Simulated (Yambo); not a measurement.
G0W0@PBEsol for K₂NaScF₆ (space group Fm-3m, No. 225) in Yambo. Reference settings: 2×2×2 Γ-centred k mesh, bands 3 to 304 and a 8 Ry block in the screening, 304 bands in G with the Bruneval-Gonze terminator, plasmon pole fitted at 27.2 eV. The PBEsol gap Γ → Γ on this mesh is 6.65 eV; G0W0 gaps are taken between the same points.

```csv
change from the reference,G0W0 gap Γ → Γ (eV),shift of the valence edge (eV)
reference settings,10.28,-2.41
"79 bands in W, 79 bands in G, 3 Ry block",(withheld),-2.70
"238 bands in W, 238 bands in G, 6 Ry block",10.30,-2.42
"238 bands in W, 238 bands in G",10.30,-2.39
4×4×4 mesh,10.28,-2.45
exchange cut at 10 Ry,8.53,-0.17
"79 bands in W, 79 bands in G, no terminator",10.73,-2.03
1×1×1 mesh,(withheld),-2.32
```

Problem. Estimate the withheld gaps from the other rows; the computed values follow.

Solution. 
- 79 bands in W, 79 bands in G, 3 Ry block, G0W0 gap Γ → Γ (eV): 11.11
- 1×1×1 mesh, G0W0 gap Γ → Γ (eV): 10.17

The reference isn't shown to be the converged limit.

Geometry of the Materials Project entry, not relaxed at this level; primitive cell a = b = c = 6.0880 Å, α = β = γ = 60.00°.

A shift is the quasiparticle energy of the state minus its PBEsol energy.
